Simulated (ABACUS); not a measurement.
Input and output of a self-consistent single point for Ge (Cm, 8 atoms in the cell; from Materials Project mp-1091415, changed as shown) (ABACUS).

Method: LDA (PW92), PseudoDojo 0.4 standard norm-conserving LDA (tails mended) pseudopotentials (plane waves; ABACUS 3.10.1).

The change in words: atom 7 moved by +0.04 angstrom along y. Reference geometry (P6_3/mmc):
```yaml
crystal:
  lattice:
    - [4.00312, 0.00000, 0.00000]
    - [-2.00156, 3.46680, 0.00000]
    - [0.00000, 0.00000, 13.15671]
  atoms:
    - { symbol: Ge, position: [0.00000, 0.00000, 0.40685] }
    - { symbol: Ge, position: [0.00000, 0.00000, 0.59315] }
    - { symbol: Ge, position: [0.00000, 0.00000, 0.90685] }
    - { symbol: Ge, position: [0.00000, 0.00000, 0.09315] }
    - { symbol: Ge, position: [0.33333, 0.66667, 0.34406] }
    - { symbol: Ge, position: [0.66667, 0.33333, 0.65594] }
    - { symbol: Ge, position: [0.66667, 0.33333, 0.84406] }
    - { symbol: Ge, position: [0.33333, 0.66667, 0.15594] }
```

Reference input (self-consistent single point, DFT, LDA (PW92), plane waves, PseudoDojo 0.4 standard norm-conserving LDA (tails mended) pseudopotentials): KPT = Gamma 5 5 1 0 0 0; basis_type = pw; dft_functional = PWLDA; ecutwfc = 78 Ry; smearing_method = mp; smearing_sigma = 0.00367493 Ry; potentials = PseudoDojo 0.4 standard norm-conserving LDA (tails mended); symmetry = 1; symmetry_prec = 1e-05; ks_solver = dav_subspace; scf_nmax = 100; scf_thr = 1.0e-09 Ry. This run's input differs from it in these lines:

```diff
@@ -44,3 +44,3 @@
    0.5000005293    0.2886748950    2.1558216751
-   0.5000005293    0.2886748950    2.7740995260
+   0.5000005293    0.2986670978    2.7740995260
   -0.0000005000    0.5773506560    0.5125146081
```

The program printed (abridged):

```
 SELF-CONSISTENT
 -------------------------------------------
                                 init_chg = atomic

 PW ALGORITHM --------------- ION=   1  ELEC=   1--------------------------------

 Notice: Threshold on eigenvalues was too large.

 Density error is 0.140953288037
                          Error Threshold = 0.000124965196317
 E_KohnSham     -1427.7334730624     -19425.3104589778
 E_Fermi        0.6491372362         8.8319651966

 PW ALGORITHM --------------- ION=   1  ELEC=   2--------------------------------

 Density error is 0.0113428371954
                          Error Threshold = 0.000125851150033
   [... lines left out ...]

 Density error is 3.02443866368e-08
                          Error Threshold = 1.32034933053e-10
 E_KohnSham     -1427.7363171717     -19425.3491550700
 E_Fermi        0.6722955496         9.1470502151

 PW ALGORITHM --------------- ION=   1  ELEC=   8--------------------------------

 Density error is 6.06766023752e-10
                          Error Threshold = 2.700391664e-11
 E_KohnSham     -1427.7363171760     -19425.3491551286
 E_KS(sigma->0) -1427.7363149456     -19425.3491247820
 E_entropy(-TS) -0.0000066913        -0.0000910395
 E_Fermi        0.6723012319         9.1471275267
 charge density convergence is achieved
 final etot is -19425.349155 eV
 EFERMI = 9.1471275267 eV

 STATE ENERGY(eV) AND OCCUPATIONS    NSPIN == 1
   [... 65 lines left out ...]

 TOTAL-FORCE (eV/Angstrom)
                       Ge1         0.0000000000        -0.0217872159         0.0906504380
                       Ge2         0.0000000000         0.0072423927        -0.0897465423
                       Ge3         0.0000000000         0.3626963150         0.1062221791
                       Ge4         0.0000000000         0.0228684921        -0.0916538676
                       Ge5         0.0000000000         0.0257774649        -0.0406736445
                       Ge6         0.0000000000         0.0166546192         0.0448887232
                       Ge7         0.0000000000        -0.3907423801        -0.0595358998
   [... lines left out ...]

 TOTAL-STRESS (KBAR)
        -9.7536296030         0.0000000006         0.0000000000
         0.0000000006        -4.5787697257         2.4629324930
         0.0000000000         2.4629324930       -30.7489143816
 TOTAL-PRESSURE: -15.027105 KBAR

 --------------------------------------------
 !FINAL_ETOT_IS -19425.3491551285551395 eV
 --------------------------------------------
```

The run converged in 8 iterations. Against the reference run the free energy is nearly the same (within 1 meV/atom), the pressure hardly changes (-1.51 to -1.50 GPa) and the largest force goes from 0.106 to 0.395 eV/Å.

The structure comes from a collection of computed structures, made at another level of theory; the collection holds predicted forms beside known ones. No clean gap shows at this smearing width and mesh (spacing up to 0.48 Å⁻¹); the mesh is coarse for partly filled bands, so the values carry mesh errors. Semi-local functionals can close small gaps.

Cost on one core: very roughly 2.5 core-minutes.

“Tails mended”: in these copies of the files the far tail of each local potential was reset to the Coulomb form.
